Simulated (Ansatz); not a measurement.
Nb2C in space group Pnma (No. 62; Nb on 4c, Nb on 4c, C on 4c) at seven volumes, PBEsol (plane waves, PAW; program Ansatz), shape and atoms relaxed at each. One row is withheld.

| V (Å³/atom) | P (GPa) |
|---|---|
| 12.533 | 27.34 |
| 12.946 | 16.85 |
| 13.359 | 7.79 |
| 13.772 | 0.00 |
| 14.185 | -6.67 |
| 14.598 | ? |
| 15.011 | -17.11 |

**Question.** Fit the shown pressures and predict the withheld one.

**Answer.** Third-order Birch–Murnaghan: P = (3/2)B₀(x^(7/2) − x^(5/2))[1 + (3/4)(B′ − 4)(x − 1)] with x = (V₀/V)^(2/3). Least squares on the six rows gives V₀ = 13.773 Å³/atom, B₀ = 238.3 GPa, B′ = 4.17. At V = 14.598, x = 0.9620 and P = -12.28 GPa. The run itself gave -12.33 GPa.

The workflow started from a Materials Project entry (that database holds measured and hypothetical structures alike); the Crystallography Open Database copy checked does not list it. Its standing as an ambient phase is unchecked. The PBEsol relaxation kept the symmetry of its start; its stability against distortions is not shown here. The run is not spin-polarised.

Potentials: the earlier of the program's two PAW sets. The files were generated under PBE; for other functionals the program regenerates the frozen cores, and for LDA and PBEsol the local potential too.
